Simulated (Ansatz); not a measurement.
Consider the following.

SiSnGeC:
```cif
data_C3Ge3Si3Sn3
_chemical_formula_sum 'C3 Si3 Ge3 Sn3'
_space_group_name_H-M_alt 'R3m :H'
_space_group_IT_number 160
_space_group_name_Hall 'R 3 -2"'
_cell_length_a 3.73546
_cell_length_b 3.73546
_cell_length_c 18.38220
_cell_angle_alpha 90.000
_cell_angle_beta 90.000
_cell_angle_gamma 120.000
loop_
_atom_site_label
_atom_site_type_symbol
_atom_site_symmetry_multiplicity
_atom_site_Wyckoff_symbol
_atom_site_fract_x
_atom_site_fract_y
_atom_site_fract_z
_atom_site_occupancy
C1 C 3 a 0.00000 0.00000 0.99123 1
Si1 Si 3 a 0.00000 0.00000 0.88849 1
Ge1 Ge 3 a 0.00000 0.00000 0.50663 1
Sn1 Sn 3 a 0.00000 0.00000 0.36365 1
```
(The calculation used a cell of 4 atoms; values per cell refer to that cell.)

This is the r²SCAN-relaxed structure.

### Question
All from r²SCAN (plane waves, PAW; program Ansatz), unless another level is named. Estimate the electronic character.

### Answer
no gap, with almost no states at the Fermi level (zero-gap or semimetallic).

### Question
Give the formation energy from the elements (no fitted shifts).

### Answer
0.37 eV/atom.

The start of the workflow was typed in or built on a structure type; neither database checked (COD, Materials Project) lists it. Its standing as an ambient phase is unchecked. The cell was relaxed with r²SCAN under the symmetry of its start; its stability against distortions is not shown here. The volume moved by 22 % from the start of the relaxation. Its formation energy is positive at this level, so the cell may be metastable or incomplete. The references are the lowest solids computed at this level, not always the standard phases. Spin–orbit coupling is left out wherever it is not named.

Potentials: the later of the program's two PAW sets.
